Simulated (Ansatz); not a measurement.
Relaxing a structure of Ag

The start is a relaxed Ag cell, doubled along one cell vector, shaken by Gaussian noise of σ = 0.08 Å a coordinate. A full variable-cell relaxation at zero pressure is run with r2SCAN (plane waves to 500 eV, PAW, scalar-relativistic; Ansatz, an electronic-structure program). The first steps use a coarse 13×7×9 k-mesh.

Initial structure:
```yaml
crystal:
  lattice:
    - [-2.63039, 2.63039, 1.37808]
    - [5.26078, -5.26078, 2.75615]
    - [2.63039, 2.63039, -1.37808]
  atoms:
    - { symbol: Ag, position: [0.75330, 0.11845, 0.50404] }
    - { symbol: Ag, position: [0.73547, 0.62526, 0.49933] }
    - { symbol: Ag, position: [0.02640, 0.01526, 0.97224] }
    - { symbol: Ag, position: [0.05845, 0.52407, 0.03726] }
```

```json
{
  "largest_initial_force": "1.19 eV/Å, on Ag2 (atoms numbered as listed)",
  "energy_released": "0.29 eV/atom",
  "Shortest distances (start → end)": "The closest pairs of elements (up to four, under 3.6 Å), start → end: Ag–Ag 2.53 → 2.90 Å",
  "band_gap_at_the_end": "no gap (metallic)",
  "optimiser_moves": "19"
}
```

Relaxed structure:

Space group Fm-3m (No. 225); a = b = c = 4.1044 Å, α = β = γ = 90.00°

```tsv
atom	site	symmetry	x	y	z
Ag	4b	m-3m	0.5000	0.5000	0.5000
```
(The calculation used a cell of 1 atom; values per cell refer to that cell.)

Final values are on a 22×22×22 k-mesh of the relaxed cell. No spin polarisation in the result.

Of the parent cell (I4₁/amd (No. 141)): it is a generated cell of Ag: the first start was made by placing the elements on the sites of a structure type, and the end was not matched to a known phase here, so it may be hypothetical. Known forms of Ag include space group No. 225.
